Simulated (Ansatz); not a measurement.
B:
```
B
1.0
    4.14527     0.00000     0.00000
    0.00000     4.14527     0.00000
    0.00000     0.00000     4.14527
B
6
Direct
  0.19489   0.50000   0.50000
  0.80511   0.50000   0.50000
  0.50000   0.19489   0.50000
  0.50000   0.80511   0.50000
  0.50000   0.50000   0.19489
  0.50000   0.50000   0.80511
```

Relaxed with r²SCAN in the plane-wave PAW code Ansatz. Indices refer to the conventional cell of Pm-3m, a = b = c = 4.1453 Å, α = β = γ = 90.00°.

Question: Simulate the powder diffraction pattern (Ag Kα, λ = 0.560885 Å; lines above 1 %) up to 2θ = 30°.

Answer: Simulated powder pattern, Ag Kα, λ = 0.560885 Å (kinematic, ideal powder, no thermal factors, no anomalous dispersion; the 30 strongest lines at most, above 1 %, up to 2θ = 30°):

```json
[
 {"2θ (°)": "7.76", "d (Å)": "4.145", "I/Imax (%)": "100", "hkl": "(100)"},
 {"2θ (°)": "10.98", "d (Å)": "2.931", "I/Imax (%)": "2.4", "hkl": "(110)"},
 {"2θ (°)": "13.46", "d (Å)": "2.393", "I/Imax (%)": "8.0", "hkl": "(111)"},
 {"2θ (°)": "15.55", "d (Å)": "2.073", "I/Imax (%)": "5.2", "hkl": "(200)"},
 {"2θ (°)": "19.08", "d (Å)": "1.692", "I/Imax (%)": "14", "hkl": "(211)"},
 {"2θ (°)": "23.42", "d (Å)": "1.382", "I/Imax (%)": "19", "hkl": "(221)+(300)"},
 {"2θ (°)": "24.71", "d (Å)": "1.311", "I/Imax (%)": "6.7", "hkl": "(310)"},
 {"2θ (°)": "27.11", "d (Å)": "1.197", "I/Imax (%)": "3.9", "hkl": "(222)"},
 {"2θ (°)": "28.24", "d (Å)": "1.150", "I/Imax (%)": "2.3", "hkl": "(320)"}
]
```

The start of the workflow was typed in or built on a structure type; neither database checked (COD, Materials Project) lists it. It is not the phase usual at ambient conditions (space group No. 166). The r²SCAN relaxation kept the symmetry of its start; whether a distortion lowers the energy is not shown.

Potentials: the earlier of the program's two PAW sets.
